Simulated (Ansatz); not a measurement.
This Al2BN3 structure is the end of a relaxation. The cell was found from a structure generator's guess, not taken from experiment.

The calculation used Ansatz, DFT PBE, scalar-relativistic, plane waves, PAW. Cutoff 420 eV, Γ-centred mesh, Gaussian smearing, no spin polarisation.

```
Al B N
1.0
     5.10104    0.00000    0.00000
    -2.55052    4.41763    0.00000
     0.00000    0.00000    8.23087
Al B N
4 2 6
Direct
  0.00000 0.00000 0.50000
  0.33333 0.66667 0.00000
  0.00000 0.00000 0.00000
  0.66667 0.33333 0.00000
  0.33333 0.66667 0.50000
  0.66667 0.33333 0.50000
  0.66687 0.00000 0.00000
  0.33313 0.33313 0.00000
  0.00000 0.66687 0.00000
  0.38174 0.00000 0.50000
  0.00000 0.38174 0.50000
  0.61826 0.61826 0.50000
```

Energies over the elements count from the elements' standard structures at the same level (N₂ as a molecule), with no fitted energy shifts.

Problem. Find its symmetry and describe it.

Solution. P-62m (No. 189). Conventional cell: a = 5.101 Å, c = 8.231 Å. Al on a site of symmetry -62m has 3 N at 1.95 Å; around Al on a site of symmetry -6 lie 3 N at 1.70 Å; B is surrounded by 3 N at 1.59 Å; around N on its first site lie 3 Al at 1.70 Å; 2 more sites not described.

Problem. How far does it lie from the elements in energy?

Solution. −0.650 eV/atom.

Problem. Is it a metal?

Solution. No, the gap on the 6×6×4 mesh is 2.44 eV.

The last run used a 6×6×4 mesh (in the run's order of axes) for its 12-atom cell and Gaussian smearing of 0.02 eV. No dispersion correction is applied, so the spacing and binding between layers, chains or molecules are poorly described. Kohn–Sham gaps at this level usually fall short of measured ones. Symmetry constrained the relaxation, so the result can be a saddle point. Another cell of Al2BN3 relaxed alike, in P3m1, lies 0.35 eV/atom lower, so this cell isn't the stable form at this level.
